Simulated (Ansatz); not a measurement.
Starting structure of a cell relaxation (symmetry kept):

```yaml
crystal:
  lattice:
    - [0.00000, 2.02073, 2.02073]
    - [2.02073, 0.00000, 2.02073]
    - [2.02073, 2.02073, 0.00000]
  atoms:
    - { symbol: Al, position: [0.00000, 0.00000, 0.00000] }
```

Theory: Ansatz, DFT LDA, scalar-relativistic, plane waves, PAW.

Cutoff 420 eV; k points 18×18×18 on the computed 1-atom cell (Γ-centred); Gaussian smearing, width 0.10 eV; no spin polarisation.

Problem. What does it relax to?

Solution. The volume drops by 0.70 Å³/atom to 15.80 Å³/atom, and the energy falls by 7.3 meV/atom. Final structure:
```xyz
1
Lattice="0.0000 1.9918 1.9918 1.9918 0.0000 1.9918 1.9918 1.9918 0.0000" Properties=species:S:1:pos:R:3 pbc="T T T"
Al    0.0000    0.0000    0.0000
```

Course of the relaxation (steps run on the plane waves of an earlier cell, and the basis is chosen afresh near the end, so energy and pressure can step there; trial steps that raised the energy were taken back; energies are free energies):

```
step E − E_final (meV/atom) P (GPa) V (Å³/atom)
   1                     7.3    -3.23        16.50
   2                    -0.2     0.36        15.74
   3                    -0.2    -0.03        15.82
   4                     0.0    -0.06        15.82
   5                     0.0     0.00        15.80
   6                     0.0     0.00        15.80
```

Cost: 1 run of about 0.18 core-minutes, on Intel Xeon Platinum 8259CL (Skylake/Cascade Lake) (shared hosts).